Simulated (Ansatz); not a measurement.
CsH (CsCl type, space group No. 221), a = 3.814 Å, b = 3.814 Å, c = 3.814 Å, α = 90.00°, β = 90.00°, γ = 90.00°.

Relaxed with r²SCAN. Independent-particle spectrum: no excitons, no local fields, no scissors shift; 0.1 eV broadening; ε₁ of the summed bands alone.

**Question.** Tabulate the dielectric function from r²SCAN (plane waves, PAW; program Ansatz).

**Answer.** 

```csv
E (eV),ε₁ xx,ε₂ xx
0.0,3.38,0.00
0.5,3.40,0.00
1.0,3.45,0.00
1.5,3.54,0.00
2.0,3.69,0.00
2.5,3.94,0.00
3.0,4.46,0.00
3.5,5.30,1.02
4.0,4.89,2.07
4.5,4.58,2.76
5.0,3.79,4.30
5.5,0.81,4.16
6.0,0.87,1.84
6.5,2.12,1.64
7.0,1.98,2.54
7.5,0.89,2.03
8.0,1.19,1.86
8.5,0.43,1.16
9.0,1.30,0.46
9.5,1.51,0.59
10.0,1.76,0.44
10.5,2.16,0.21
11.0,2.82,0.20
11.5,3.75,0.64
12.0,5.64,2.07
```

**Question.** From ε at 4.6 eV (xx: 4.54 + 2.94i), find n, k, the normal reflectivity and the absorption coefficient.

**Answer.** n = 2.23, k = 0.659, R = 18 %, α = 2kE/ħc = 310000 cm⁻¹.

With all bands, ε∞ without local fields is 3.41.

Space group Pm-3m (CsCl type). The first step of the workflow began from a Materials Project structure, measured or hypothetical; the Crystallography Open Database copy checked does not list it. COD files the formula under space group No. 225. Its standing as an ambient phase is unchecked. The r²SCAN relaxation kept the symmetry of its start; whether a distortion lowers the energy is not shown. Spin–orbit coupling is left out wherever it is not named.

Potentials: the later of the program's two PAW sets.
